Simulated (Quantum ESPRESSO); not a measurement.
## Kohn-Sham bands of GaSe (R3m)

```
GaSe
1.0
   -1.88709     3.26854     0.00000
   -3.77418     0.00000     0.00000
   -1.88709     1.08951     8.70470
Ga Se
2 2
Cartesian
  0.00000   0.00000   1.22240
  0.00000   0.00000  -1.21334
 -1.88709   1.08951   2.37639
 -1.88709   1.08951  -2.36838
```

Materials Project entry mp-11342; symmetrised, unrelaxed at this level. Not found in the COD (Crystallography Open Database) copy used, which has the formula in other groups; not checked further. Computed values, not measurements, from LDA: Quantum ESPRESSO (norm-conserving PseudoDojo potentials, cutoff 69 Ry, no spin polarisation, no spin-orbit coupling) on a Γ-centred 8×8×8 mesh, then Wannier90. Density: 10×10×10 mesh, cold smearing 0.01 Ry. The cell is built of weakly bound layers, chains or molecules, whose nearest atoms lie 4.52 Å apart. Database cells relaxed without dispersion often hold them too far apart, which can enlarge gaps and weakens couplings between them; spacing and stacking were not compared with the measured crystal. Spin-orbit coupling, left out, would split the p-like bands by a few tenths of an eV.

Energies are relative to the valence-band maximum; weights are on the orthonormalised atomic waves of the pseudopotential files, averaged over the group. 58 electrons a cell are treated as valence.

```json
[
 {"bands": "1–10", "from (eV)": "-47.60", "to (eV)": "-47.51", "filling": "filled", "weight on atomic waves": "(withheld)"},
 {"bands": "11–20", "from (eV)": "-14.99", "to (eV)": "-14.46", "filling": "filled", "weight on atomic waves": "(withheld)"},
 {"bands": "21–22", "from (eV)": "-13.84", "to (eV)": "-12.12", "filling": "filled", "weight on atomic waves": "(withheld)"},
 {"bands": "23–29", "from (eV)": "-7.24", "to (eV)": "0.00", "filling": "filled", "weight on atomic waves": "(withheld)"}
]
```

Which atomic shells make up each group?


- 1–10, weight on atomic waves: Se 3d 100 %
- 11–20, weight on atomic waves: Ga 3d 98 %
- 21–22, weight on atomic waves: Se 4s 66 %, Ga 4p 16 %, Ga 3d 9 %
- 23–29, weight on atomic waves: Se 4p 61 %, Ga 4p 21 %, Ga 4s 14 %

The Kohn-Sham gap over both meshes and the path is 1.10 eV.
